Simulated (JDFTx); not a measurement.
An input for a modified build of JDFTx (V(100), CANDLE, water, 1 M KCl; bohr, hartree) and the course of its log:

```
lattice \
  5.6359191941 0.0000000000 0.0000000000 \
  0.0000000000 5.6359191941 0.0000000000 \
  0.0000000000 0.0000000000 41.5739747418
coords-type Lattice
ion V 0.0000000000 0.0000000000 -0.1355636360 0
ion V 0.5000000000 0.5000000000 -0.0677818180 0
ion V 0.0000000000 0.0000000000 0.0000000000 0
ion V 0.5000000000 0.5000000000 0.0677818180 0
ion V 0.0000000000 0.0000000000 0.1355636360 0
ion-species pseudo/v_pbe_v1.4.upf
elec-cutoff 20 100
elec-ex-corr gga-PBE
coulomb-interaction Slab 001
coulomb-truncation-embed 0 0 0
kpoint-folding 8 8 1
elec-smearing Fermi 0.01
elec-n-bands 45
target-mu -0.106206
electronic-scf nIterations 100 energyDiffThreshold 1e-07
fluid LinearPCM
pcm-variant CANDLE
fluid-solvent H2O
fluid-cation K+ 1
fluid-anion Cl- 1
fluid-minimize nIterations 400 knormThreshold 1e-11
wavefunction read f0.wfns
elec-initial-eigenvals f0.eigenvals
elec-initial-fillings read f0.fillings
fluid-initial-state f0.fluidState
dump-name f0_u0.$VAR
dump End State Ecomponents EigStats BandEigs Forces ElecDensity IonicPositions Fillings Kpoints Dtot FluidDebug BoundCharge FluidDensity
```

```
[one cycle in 5 is shown, and the last three; fluid-solver lines are left out]
	FillingsUpdate:  mu: -0.106206000  nElectrons: 68.947372
SCF: Cycle:  0   G: -348.264710949916719   dG: +3.391e+00   |Residual|: 3.456e-01   |deigs|: 3.006e-10
	FillingsUpdate:  mu: -0.106206000  nElectrons: 65.581852
SCF: Cycle:  5   G: -351.551071827269539   dG: +1.236e-02   |Residual|: 6.066e-02   |deigs|: 3.452e-03
	FillingsUpdate:  mu: -0.106206000  nElectrons: 68.520608
SCF: Cycle: 10   G: -348.887924734576245   dG: +2.546e+00   |Residual|: 3.042e-01   |deigs|: 1.151e-02
	FillingsUpdate:  mu: -0.106206000  nElectrons: 68.211254
SCF: Cycle: 15   G: -349.442271759250673   dG: +5.613e-01   |Residual|: 2.803e-01   |deigs|: 1.962e-03
	FillingsUpdate:  mu: -0.106206000  nElectrons: 65.412206
SCF: Cycle: 20   G: -351.624524246040551   dG: +2.788e-02   |Residual|: 3.582e-02   |deigs|: 1.222e-03
	FillingsUpdate:  mu: -0.106206000  nElectrons: 67.498689
SCF: Cycle: 25   G: -350.334942811713006   dG: -2.852e-01   |Residual|: 2.096e-01   |deigs|: 1.154e-03
	FillingsUpdate:  mu: -0.106206000  nElectrons: 68.659400
SCF: Cycle: 30   G: -348.715247068103167   dG: +5.884e-01   |Residual|: 3.193e-01   |deigs|: 1.814e-03
	FillingsUpdate:  mu: -0.106206000  nElectrons: 71.057447
SCF: Cycle: 35   G: -343.720236493659229   dG: +1.091e+00   |Residual|: 5.619e-01   |deigs|: 2.107e-03
	FillingsUpdate:  mu: -0.106206000  nElectrons: 66.235108
SCF: Cycle: 40   G: -351.377754736722636   dG: +1.634e-01   |Residual|: 1.176e-01   |deigs|: 1.691e-03
	FillingsUpdate:  mu: -0.106206000  nElectrons: 65.160029
SCF: Cycle: 45   G: -351.652005759655538   dG: -2.792e+00   |Residual|: 2.404e-02   |deigs|: 1.633e-02
	FillingsUpdate:  mu: -0.106206000  nElectrons: 66.226326
SCF: Cycle: 50   G: -351.337857291482521   dG: +2.832e-01   |Residual|: 1.057e-01   |deigs|: 3.451e-03
	FillingsUpdate:  mu: -0.106206000  nElectrons: 66.719726
SCF: Cycle: 55   G: -351.062810484351530   dG: +3.331e-01   |Residual|: 1.401e-01   |deigs|: 2.416e-03
	FillingsUpdate:  mu: -0.106206000  nElectrons: 67.343100
SCF: Cycle: 60   G: -350.457733259334873   dG: +3.348e-01   |Residual|: 1.999e-01   |deigs|: 1.760e-03
	FillingsUpdate:  mu: -0.106206000  nElectrons: 70.361611
SCF: Cycle: 65   G: -345.604247502877911   dG: +1.214e+00   |Residual|: 4.574e-01   |deigs|: 2.822e-03
	FillingsUpdate:  mu: -0.106206000  nElectrons: 67.824818
SCF: Cycle: 70   G: -350.119444838413244   dG: +6.342e-02   |Residual|: 2.167e-01   |deigs|: 3.346e-04
	FillingsUpdate:  mu: -0.106206000  nElectrons: 68.207105
SCF: Cycle: 75   G: -349.471316559696106   dG: +1.501e+00   |Residual|: 2.705e-01   |deigs|: 6.236e-03
	FillingsUpdate:  mu: -0.106206000  nElectrons: 68.016622
SCF: Cycle: 80   G: -349.758902746199396   dG: -4.766e+00   |Residual|: 2.557e-01   |deigs|: 1.224e-02
	FillingsUpdate:  mu: -0.106206000  nElectrons: 66.740256
SCF: Cycle: 85   G: -351.067063322610352   dG: +4.858e-01   |Residual|: 1.427e-01   |deigs|: 4.027e-03
	FillingsUpdate:  mu: -0.106206000  nElectrons: 65.793470
SCF: Cycle: 90   G: -351.551569809210662   dG: +5.396e-02   |Residual|: 6.337e-02   |deigs|: 4.817e-03
	FillingsUpdate:  mu: -0.106206000  nElectrons: 67.427103
SCF: Cycle: 95   G: -350.213319555969406   dG: +8.522e-01   |Residual|: 2.216e-01   |deigs|: 4.147e-03
	FillingsUpdate:  mu: -0.106206000  nElectrons: 68.238621
SCF: Cycle: 97   G: -349.276587539473894   dG: +1.644e+00   |Residual|: 2.887e-01   |deigs|: 7.000e-03
	FillingsUpdate:  mu: -0.106206000  nElectrons: 69.043010
SCF: Cycle: 98   G: -347.841933241519484   dG: +1.435e+00   |Residual|: 3.656e-01   |deigs|: 4.339e-03
	FillingsUpdate:  mu: -0.106206000  nElectrons: 69.072684
SCF: Cycle: 99   G: -347.750351351359313   dG: +9.158e-02   |Residual|: 3.700e-01   |deigs|: 2.982e-04
SCF: None of the convergence criteria satisfied after 100 iterations.
IonicMinimize: Iter:   0  G: -347.750351351359313  |grad|_K:  0.000e+00
IonicMinimize: Converged (|grad|_K<1.000000e-04).
```

This run gave no converged result. The electronic loop ended without meeting its threshold, so the last energy, electron count and forces aren't results.
